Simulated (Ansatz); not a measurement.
**Barrier of one jump, Co in Si**

Level of theory: Ansatz, DFT LDA, scalar-relativistic, plane waves, PAW. Settings: 420 eV cutoff, 3×3×3 k-mesh, Gaussian smearing of 0.02 eV, collinear spin.

Host crystal, relaxed:

```cif
data_structure
_symmetry_space_group_name_H-M 'P 1'
_symmetry_Int_Tables_number 1
_cell_length_a 3.8198
_cell_length_b 3.8198
_cell_length_c 3.8198
_cell_angle_alpha 60.000
_cell_angle_beta 60.000
_cell_angle_gamma 60.000
_cell_volume 39.41
loop_
_atom_site_label
_atom_site_type_symbol
_atom_site_fract_x
_atom_site_fract_y
_atom_site_fract_z
_atom_site_occupancy
Si1 Si 0.75000 0.75000 0.75000 1
Si2 Si 0.50000 0.50000 0.50000 1
```

In a supercell of 16 host sites, interstitial Co hops to an equivalent place, moving 2.03 Å between the relaxed ends. Climbing-image nudged elastic band at fixed cell with images 0 (start) to 4 (end), the path measured over all atoms, converged to 0.05 eV/Å; the order of the saddle wasn't checked, and the small cell leaves errors of about a tenth of an eV.

Supercell rows in host cell vectors: 0 -2 2; 0 0 2; -2 0 2. Co was set at (0.000, 0.000, 0.000) of the host cell.

At the relaxed start Co has 1 Si at 2.30 Å, 1 Si at 2.37 Å, 2 Si at 2.41 Å, 1 Si at 2.46 Å, 2 Si at 2.52 Å, 1 Si at 2.83 Å, 1 Si at 2.84 Å.

Starting moments were lost in some runs.

**Question.** How high is the barrier, and where does the atom pass?

**Answer.** 0.18 eV at image 2, where Co has 5 Si at 2.28 Å, 1 Si at 2.29 Å.

Cost: 1 run of about 39 core-minutes, on Arm Neoverse V1 (shared hosts).